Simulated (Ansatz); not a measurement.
**Si₂W: from a starting cell to a relaxed one**

The start is a generated cell, Si2W built in the AFLOW prototype A2B_tP6_136_f_a (C4, as in TiO2). The structure is fully relaxed (lattice and positions, P = 0) with r2SCAN (plane waves to 500 eV, PAW, scalar-relativistic; Ansatz, a quantum-chemistry and plane-wave program). First-step values are on the input's coarse k-mesh.

Ansatz input (later rounds restart from its end on a renewed k-mesh):
Ansatz 0.2 input:
```yaml
crystal:
  lattice:
    - [5.0983314, 0, 0]
    - [0, 5.0983314, 0]
    - [0, 0, 3.2833512]
  atoms:
    - { symbol: W, position: [0, 0, 0] }
    - { symbol: W, position: [0.5, 0.5, 0.5] }
    - { symbol: Si, position: [0.30496, 0.30496, 0] }
    - { symbol: Si, position: [0.80496, 0.19504, 0.5] }
    - { symbol: Si, position: [0.19504, 0.80496, 0.5] }
    - { symbol: Si, position: [0.69504, 0.69504, 0] }
basis: { ecutwfc: 500, ecutrho_ratio: 4, xc_grid: 4, fft_grid_basis: typed }
kpoints: { mp_grid: { grid: [5, 5, 7] } }
hamiltonian:
  xc: r2scan
  dispersion: none
  pseudopotentials: { azcp: { folder: ./paw }, kind: paw }
scf: { occupations: { method: fermi_dirac, width: 0.05 } }
relax: { f_tol: 0.01, max_steps: 100, cell: { stress_tol: 0.02 } }
output: { forces: true, stress: true }
```

| Item | Value |
|---|---|
| Initial pressure | +79 GPa (positive: the cell is compressed) |
| Largest initial force | about 3.2 eV/Å, on Si3, Si4, Si5, Si6 (atoms numbered as listed) |
| Outcome | The space group stays P4₂/mnm (No. 136) (the run could not lower it), with 6 atoms in the primitive cell |
| Energy released | 1.68 eV/atom |
| Volume change | +35.5 %, from 14.22 to 19.27 Å³/atom |
| Shortest distances (start → end) | The closest pairs of elements (up to four, under 3.6 Å), start → end: Si–W 2.16 → 2.50 Å; W–W 3.28 → 2.73 Å; Si–Si 2.81 → 2.73 Å |
| Band gap at the end | no gap (metallic) |
| Optimiser moves | 16 |

Final values are on a 7×7×17 k-mesh of the relaxed cell. No spin polarisation in the result.

The run could not lower the symmetry of its start; a shaken copy of this end point relaxes with r2SCAN to C2/m (No. 12), 0.40 eV/atom lower.

The relaxed structure here is a generated cell of Si2W: the first start was made by placing the elements on the sites of a structure type, and the end was not matched to a known phase here, so it may be hypothetical. Known forms of Si2W include space group No. 139.
